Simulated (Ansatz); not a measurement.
Te2Pd in space group P-3m1 (No. 164; Te on 2d, Pd on 1a), plane-wave PAW PBEsol (Ansatz code), all energies at zero smearing, with the estimated change up to a 700 eV cutoff added, with one set of potentials and settings (totals compare only within such a set). Cell of 3 atoms (2 Te, 1 Pd): -20710.781 eV.

```json
[
 {"element": "Te", "reference phase": "P3_121, 3 atoms in the cell", "E (eV/atom)": "-6901.5142"},
 {"element": "Pd", "reference phase": "Fm-3m, 1 atoms in the cell", "E (eV/atom)": "-6906.6520"}
]
```

Formation energy per atom, worked out: (-20710.781 − 2×(-6901.5142) − 1×(-6906.6520))/3 = -0.367 eV/atom (-35 kJ per mol of atoms), at 0 K, without zero-point energy or fitted corrections.

The first step of the workflow began from a Materials Project structure, measured or hypothetical; the Crystallography Open Database files this formula in space group No. 164, but the cells were not matched. Its standing as an ambient phase is unchecked. The cell was relaxed with PBEsol under the symmetry of its start; of distortions, only those at the zone centre were tested. No spin polarisation was allowed. The references are the lowest solids computed at this level, not always the standard phases. Spin–orbit coupling is left out wherever it is not named.

Potentials: the later of the program's two PAW sets.
